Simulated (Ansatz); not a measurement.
LaCeN$_{2}$:
```xyz
4
Lattice="1.8252 1.0538 5.9960 -1.8252 1.0538 5.9960 0.0000 -2.1076 5.9960" Properties=species:S:1:pos:R:3 pbc="T T T"
La     0.0000     0.0000     8.9939
Ce     0.0000     0.0000     0.0000
N      0.0000     0.0000    13.3766
N      0.0000     0.0000     4.6113
```
The run is spin-polarised; directions of the spins, atom by atom: 0 ↑ 0 0.

Relaxed with r²SCAN.

Q: Give the Bader charges and basin volumes of the independent atoms, DFT-r²SCAN in the program Ansatz with PAW potentials.

A: 

```
atom  Bader charge (e)  Bader volume (Å³)
----  ----------------  -----------------
La1              +1.69               20.1
Ce2              +1.85               18.0
N3               -1.77               15.6
```

Space group R-3m. The workflow started from a Materials Project entry (that database holds measured and hypothetical structures alike); the Crystallography Open Database copy checked does not list it. With La and Ce taken as one species the cell has the higher symmetry Fm-3m, so it may be an ordered model of a mixed-site phase. Its standing as an ambient phase is unchecked. Symmetry was held in the r²SCAN relaxation; whether a distortion lowers the energy is not shown. Spin order of the final state: ferromagnetic, the only order run, not a proven ground state. The cell computed holds one magnetic atom, so no antiferromagnetic order was within reach. The 4f shell is in the valence, and the state reached may lie above the lowest one. Other orbital occupations within this spin state were not tried. No Hubbard U is applied. Spin–orbit coupling is left out wherever it is not named.

Potentials: the later of the program's two PAW sets.
